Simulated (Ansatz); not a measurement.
**Moving the pressure in Ta3Cu**

The cell as given:

Symmetry: I4/mmm, No. 139, tetragonal system. The conventional cell has a = 4.013 Å, b = 4.013 Å, c = 8.416 Å, α = 90.00°, β = 90.00°, γ = 90.00°. Ta (site symmetry 4/mmm) is surrounded by 4 Cu at 2.84 Å and 8 Ta at 2.91 Å. Ta (site symmetry -4m2) has 8 Ta at 2.84 to 2.91 Å and 4 Cu at 2.91 Å as nearest neighbours. Cu (site symmetry 4/mmm) is surrounded by 12 Ta at 2.84 to 2.91 Å.

The cell comes from a database or a generator and needn't be the stable form of this composition.

Kept alike: task relaxation of cell and atoms; functional PBEsol; k mesh 9 × 9 × 9; occupations fermi-dirac, width 0.05 eV; no spin polarisation. Program: Ansatz, all-electron LAPW, scalar-relativistic. The mesh is that of the run's cell of 4 atoms. No spin-orbit coupling.

| pressure, P (GPa) | volume (Å³/atom) |
| --- | --- |
| 0 | 16.363 |
| 5 | 15.964 |
| 10 | 15.607 |
| 20 | 14.991 |
| 30 | 14.476 |

The relaxations keep at least the cell's symmetry (I4/mmm). For a metal such a mesh leaves the last digits unconverged. The runs follow the start's structure, whether or not it is the stable one at these pressures. P is the pressure aimed at, which the runs meet within some hundredths to tenths of a GPa.

Q: What does the pressure change here?

A: The volume falls from 16.363 to 14.476 Å³/atom between 0 and 30 GPa. The volume falls ever more slowly, since the solid stiffens under load. At the pressures aimed at, which the runs meet within some tenths of a GPa, the step from 0 to 5 GPa gives a mean bulk modulus near 203 GPa, the last step 286 GPa.
